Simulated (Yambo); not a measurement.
RPA spectrum of BN (space group Fmm2, No. 42) on PBEsol bands in Yambo (16×16×16 mesh, 14 bands, 4 Ry local-field block, 0.2 eV broadening; field along x). CGrdSpXd merges neighbouring transition energies to save time; the report line [X-CG] gives the poles kept by one of the 4 MPI tasks, and where the merging fails may depend on that split. Axes are Cartesian, with cell vectors (Å) (0.00, 3.50, 2.17), (1.25, 0.00, 2.17), (1.25, 3.50, 0.00).

| CGrdSpXd asked (%) | share reached (%) | poles used (one task) | static ε | largest change of Im ε (% of its maximum) | rough time |
|---|---|---|---|---|---|
| 100 | 100 | 5728 | 4.49 | 0.0 | 1 |
| 70 | 69 | 4007 | 4.49 | 0.0 | within a factor of two |
| 30 | 29 | 1714 | 4.49 | 0.4 | within a factor of two |
| 15 | 2 | 146 | 4.52 | 9.4 | within a factor of two |
| 5 | 2 | 146 | 4.52 | 9.4 | within a factor of two |

All runs end normally. In the runs at 15 %, 5 % few poles are left or the spectrum changes by over a quarter of its peak, and no warning says so. Times are rough ratios from shared machines. The k mesh wasn't tested; the rows compare only with each other.

Geometry of the Materials Project entry, not relaxed at this level; primitive cell a = 4.1121 Å, b = 2.5017 Å, c = 3.7127 Å, α = 80.29°, β = 36.85°, γ = 62.86°.

This is not the ordinary phase of the substance; no match was found in the copy of COD used, and its stability was not checked.

The distance between layers or molecules is the database entry's, not relaxed here. Functionals without dispersion can leave it too large, which widens gaps and weakens the response across layers: the numbers belong to this cell.
